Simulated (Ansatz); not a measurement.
Data:

MnZn:
```cif
data_Mn2Zn2
_chemical_formula_sum 'Zn2 Mn2'
_space_group_name_H-M_alt 'P 1'
_space_group_IT_number 1
_cell_length_a 4.30409
_cell_length_b 4.30409
_cell_length_c 4.30409
_cell_angle_alpha 60.000
_cell_angle_beta 60.000
_cell_angle_gamma 60.000
loop_
_space_group_symop_operation_xyz
  'x, y, z'
loop_
_atom_site_label
_atom_site_type_symbol
_atom_site_fract_x
_atom_site_fract_y
_atom_site_fract_z
_atom_site_occupancy
Zn1 Zn 0.25000 0.25000 0.25000 1
Mn1 Mn 0.00000 0.00000 0.00000 1
Zn2 Zn 0.75000 0.75000 0.75000 1
Mn2 Mn 0.50000 0.50000 0.50000 1
```
The run is spin-polarised; directions of the spins, atom by atom: 0 ↑ 0 ↓.

This is the r²SCAN-relaxed structure.

Task: All from plane-wave PAW r²SCAN (Ansatz code), unless another level is named. Estimate the density of states at the Fermi level.

Result: 0.37 states/eV per atom (mean over ±0.08 eV).

Task: Predict the formation energy from the elements (no fitted shifts).

Result: -0.11 eV/atom.

Space group Pm-3m (CsCl type). The workflow started from an entry of the Crystallography Open Database (COD). Whether it is the stable phase at ambient conditions was not checked. The r²SCAN relaxation kept the symmetry of its start, as lowered by the spin order; its stability against distortions is not shown here. Magnetic state: antiferromagnetic, chosen from 3 collinear starts compared on coarse meshes (ties went to the first, and starts can fall back to one state), not a proven ground state. The program gave a warning on the electronic state, which may not be the lowest. The references are the lowest solids computed at this level, not always the standard phases. The manganese reference at this level is a Cmcm phase, not α-Mn.

Potentials: the later of the program's two PAW sets.
